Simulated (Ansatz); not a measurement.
Sr2MoO4:
```xyz
7
Lattice="-1.9478 1.9478 6.4584 1.9478 -1.9478 6.4584 1.9478 1.9478 -6.4584" Properties=species:S:1:pos:R:3 pbc="T T T"
Sr     0.0000     0.0000     4.5361
Sr     0.0000     0.0000     8.3806
Mo     0.0000     0.0000     0.0000
O      0.0000     1.9478     0.0000
O      1.9478     0.0000     0.0000
O      0.0000     0.0000    10.8086
O      0.0000     0.0000     2.1081
```

Relaxed with r²SCAN. Special points in fractions of this cell's reciprocal vectors: Γ (0.000, 0.000, 0.000); X (0.000, 0.000, 0.500); P (0.250, 0.250, 0.250); N (0.000, 0.500, 0.000); M (0.500, 0.500, -0.500); S (0.273, 0.727, -0.273); S0 (-0.273, 0.273, 0.273); R (-0.045, 0.045, 0.500); G (0.500, 0.500, -0.045).

Problem. List the band energies nearest the Fermi level at these points for r²SCAN (plane waves, PAW; program Ansatz).

Solution. In eV from the Fermi level; about four levels below and three above (degenerate sets whole), none deeper than 8.9 eV; points with the same levels are listed once.

| k | below | above |
|---|---|---|
| Γ | -3.34 -3.34 -1.72 -0.69 -0.69 | 2.02 2.50 2.55 |
| X | -3.86 -3.84 -3.60 -3.16 | 1.38 1.59 2.12 |
| P | -3.90 -3.84 -3.34 -3.34 | 1.46 1.46 2.13 |
| N | -3.89 -3.68 -3.67 -0.33 | 1.05 1.30 3.12 |
| M | -3.54 -3.54 -1.72 -0.28 -0.28 | 1.82 2.51 2.97 |
| S | -3.89 -3.84 -3.59 -0.31 | 0.99 1.29 3.08 |
| R | -3.87 -3.79 -3.65 -3.17 | 1.33 1.55 2.05 |

Space group I4/mmm. The first step of the workflow began from a Materials Project structure, measured or hypothetical; the Crystallography Open Database copy checked does not list it. Whether it is the stable phase at ambient conditions was not checked. Symmetry was held in the r²SCAN relaxation; its stability against distortions is not shown here. The run is not spin-polarised. No Hubbard U is applied. Spin–orbit coupling is left out wherever it is not named.

Potentials: the later of the program's two PAW sets.
